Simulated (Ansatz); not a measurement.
The relaxation started from an entry of Materials Project.

A relaxed structure of ScAlCO. Space group P6₃mc (No. 186). These are r2SCAN (plane waves to 500 eV, PAW, scalar-relativistic; Ansatz, a first-principles code) values and carry that method's errors.

```xyz
8
Lattice="3.2442 0.0000 0.0000 -1.6221 2.8096 0.0000 0.0000 0.0000 10.1775" Properties=species:S:1:pos:R:3 pbc="T T T"
Sc     1.6221     0.9365     8.1809
Sc     0.0000     1.8731     3.0921
Al     0.0000     0.0000     5.2979
Al     0.0000     0.0000     0.2091
C      0.0000     1.8731     9.5864
C      1.6221     0.9365     4.4977
O      0.0000     0.0000     7.0940
O      0.0000     0.0000     2.0052
```

| Property | Result |
|---|---|
| Volume per atom | 11.60 Å³ |
| Density | 3.58 g/cm³ |
| Band gap | 1.51 eV, indirect (valence top at Γ, conduction bottom at M) (no spin-orbit coupling) |
| Smallest direct gap | 2.68 eV at M |
| Shortest distances | Al–O 1.80 Å; Al–C 2.04 Å; O–Sc 2.17 Å; C–Sc 2.34 Å |
| k-mesh | 12×12×4 |

Band energies at high-symmetry points (eV from the VBM; labels of this space group; no spin-orbit coupling), from −5 eV up to 2.8 eV:

| point | energies |
|---|---|
| Γ | -4.28 -4.28 -4.24 -4.24 -3.12 -1.12 -0.17 -0.17 0.00 0.00 |
| M | -4.37 -4.27 -3.95 -1.69 -1.43 -1.22 -1.17 1.51 1.73 |
| K | -4.83 -4.83 -4.68 -3.84 -3.37 -3.37 -1.38 -1.38 |
| A | -4.26 -4.26 -4.26 -4.26 -2.07 -2.07 -0.09 -0.09 -0.09 -0.09 |
| L | -4.51 -4.51 -4.33 -4.33 -1.43 -1.43 -1.32 -1.32 1.64 1.64 |
| H | -4.84 -4.84 -4.20 -4.20 -3.37 -3.37 -1.38 -1.38 |

No spin polarisation in the result.

The run could not lose the symmetry of its start; a randomly shaken copy of 8 atoms returns to this structure.
